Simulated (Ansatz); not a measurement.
Data sheet: Ta (DFT)

Ta:
```cif
data_Ta2
_chemical_formula_sum 'Ta2'
_space_group_name_H-M_alt 'P 1'
_space_group_IT_number 1
_cell_length_a 2.86885
_cell_length_b 2.86885
_cell_length_c 5.08265
_cell_angle_alpha 90.000
_cell_angle_beta 90.000
_cell_angle_gamma 120.000
loop_
_space_group_symop_operation_xyz
  'x, y, z'
loop_
_atom_site_label
_atom_site_type_symbol
_atom_site_fract_x
_atom_site_fract_y
_atom_site_fract_z
_atom_site_occupancy
Ta1 Ta 0.33333 0.66667 0.75000 1
Ta2 Ta 0.66667 0.33333 0.25000 1
```

Space group P6_3/mmc (No. 194), hcp (Mg type); conventional cell a = 2.8689 Å, b = 2.8689 Å, c = 5.0826 Å, α = 90.00°, β = 90.00°, γ = 120.00°.

Method: PBEsol (plane waves, PAW; program Ansatz). Geometry: relaxed at this level of theory. Other levels are named where they apply.

Cell and energy:

Volume per atom: 18.11 Å³
Density: 16.59 g/cm³

Electronic structure:

- Electronic character = metallic (no gap)
- Density of states at the Fermi level = 1.3 states/eV per atom (mean over ±0.08 eV)
- Gap with spin–orbit coupling = none (metallic)

Mechanics:

- Bulk modulus (Birch–Murnaghan fit) = 200 GPa
- Pressure derivative B′ = 3.7

Phonons:

* **Highest zone-centre frequency**: 192 cm⁻¹
* **Zone-centre stability**: unstable, softest mode 62i cm⁻¹

The start of the workflow was typed in or built on a structure type; the Crystallography Open Database copy checked does not list it. It is not the phase usual at ambient conditions (space group No. 229). The cell was relaxed with PBEsol under the symmetry of its start. The run is not spin-polarised. As this level gives no gap, phonon frequencies hold no LO–TO term and depend on the k-mesh and smearing (Fermi–Dirac, 0.1 eV here). Axis ratios of metals converge slowly with the k-mesh, so a and c are less sure than the volume. On the denser mesh and wider smearing of the elastic run this cell carries a stress of 0.5 GPa. Scalar-relativistic: spin–orbit coupling is off unless named, which matters more the heavier the elements.

Potentials: the later of the program's two PAW sets.
